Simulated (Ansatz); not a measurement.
CaScO2F:
```
CaScO2F
1.0
    4.07597     0.00000     0.00000
    0.00000     4.07597     0.00000
    0.00000     0.00000     3.97517
Ca Sc O F
1 1 2 1
Direct
  0.50000   0.50000   0.50000
  0.00000   0.00000   0.00000
  0.50000   0.00000   0.00000
  0.00000   0.50000   0.00000
  0.00000   0.00000   0.50000
```

Relaxed with r²SCAN. Independent-particle spectrum: no excitons, no local fields, no scissors shift; 0.1 eV broadening; ε₁ of the summed bands alone.

**Question.** Tabulate the dielectric function from DFT-r²SCAN in the program Ansatz with PAW potentials.

**Answer.** 

```
E (eV)  ε₁ xx  ε₂ xx  ε₁ zz  ε₂ zz
------  -----  -----  -----  -----
0.0      3.59   0.00   3.29   0.00
0.3      3.60   0.00   3.30   0.00
0.6      3.61   0.00   3.31   0.00
0.9      3.63   0.00   3.32   0.00
1.2      3.66   0.00   3.34   0.00
1.5      3.69   0.00   3.37   0.00
1.8      3.74   0.00   3.41   0.00
2.1      3.81   0.00   3.46   0.00
2.4      3.88   0.00   3.52   0.00
2.7      3.98   0.00   3.58   0.00
3.0      4.10   0.00   3.67   0.00
3.3      4.25   0.00   3.77   0.00
3.6      4.44   0.00   3.90   0.00
3.9      4.72   0.02   4.07   0.00
4.2      5.09   0.04   4.29   0.00
4.5      5.67   0.36   4.58   0.01
4.8      6.12   0.68   5.03   0.02
5.1      7.01   1.57   5.88   0.10
5.4      6.70   3.00   6.87   1.45
5.7      6.49   4.00   6.58   3.18
6.0      5.85   5.58   5.74   3.98
6.3      3.79   6.02   5.05   4.19
6.6      2.53   5.64   5.22   4.85
6.9      1.75   4.05   3.72   6.56
7.2      1.76   4.03   1.40   6.93
7.5      2.72   3.06   0.12   5.71
7.8      3.10   4.63  -0.94   3.71
8.1      1.88   5.50  -0.69   2.89
8.4      0.46   5.14  -0.15   2.00
8.7     -0.29   4.40  -0.07   1.67
9.0     -0.91   3.34   0.45   1.16
9.3     -0.22   2.42   0.86   1.01
9.6     -0.08   2.44   1.23   0.95
9.9      0.10   2.14   1.76   0.94
10.2     0.19   2.18   1.94   1.56
10.5     0.17   2.02   1.79   1.82
10.8     0.20   1.91   1.47   1.89
11.1     0.05   2.45   1.44   1.64
11.4    -0.31   1.46   2.00   1.84
11.7    -0.09   1.37   0.96   2.30
12.0     0.00   1.25   1.18   1.87
```

**Question.** From ε at 5.3 eV (xx: 6.91 + 2.73i), find n, k, the normal reflectivity and the absorption coefficient.

**Answer.** n = 2.68, k = 0.510, R = 22 %, α = 2kE/ħc = 270000 cm⁻¹.

With all bands, ε∞ without local fields is 3.77 (xx = yy), 3.48 (zz).

Space group P4/mmm. The start of the workflow was typed in or built on a structure type; neither database checked (COD, Materials Project) lists it. Its standing as an ambient phase is unchecked. The cell was relaxed with r²SCAN under the symmetry of its start; whether a distortion lowers the energy is not shown. The run is not spin-polarised.

Potentials: the earlier of the program's two PAW sets. The files were generated under PBE; for other functionals the program regenerates the frozen cores, and for LDA and PBEsol the local potential too.
